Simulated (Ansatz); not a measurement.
Cs$_{2}$NaMoF$_{6}$:
```xyz
10
Lattice="0.0000 4.3993 4.3993 4.3993 0.0000 4.3993 4.3993 4.3993 0.0000" Properties=species:S:1:pos:R:3 pbc="T T T"
Cs     2.1996     2.1996     2.1996
Cs     6.5989     6.5989     6.5989
Na     4.3993     4.3993     4.3993
Mo     0.0000     0.0000     0.0000
F      4.3993     4.3993     2.0559
F      4.3993     4.3993     6.7427
F      2.0559     4.3993     4.3993
F      6.7427     4.3993     4.3993
F      4.3993     2.0559     4.3993
F      4.3993     6.7427     4.3993
```
The run is spin-polarised.

This is the PBEsol-relaxed structure.

All from DFT-PBEsol in the program Ansatz with PAW potentials, unless another level is named. Estimate the net moment.

0.30 μB per atom.

Next, the Born charges (a third of the trace)?

Cs +1.40, Na +1.29, Mo +2.83, F -1.15 e.

Next, the electronic dielectric constant ε∞ (DFPT)?

2.54.

Give the Bader charges.

Cs +0.90, Na +0.90, Mo +1.98, F -0.78 e.

Space group Fm-3m. The first step of the workflow began from a Materials Project structure, measured or hypothetical; the Crystallography Open Database copy checked does not list it. Whether it is the stable phase at ambient conditions was not checked. The PBEsol relaxation kept the symmetry of its start; whether a distortion lowers the energy is not shown. The final state is ferromagnetic, chosen from 3 collinear starts compared on coarse meshes (ties went to the first, and starts can fall back to one state), not a proven ground state. No Hubbard U is applied. Scalar-relativistic: spin–orbit coupling is off unless named, which matters more the heavier the elements.

Potentials: the later of the program's two PAW sets.
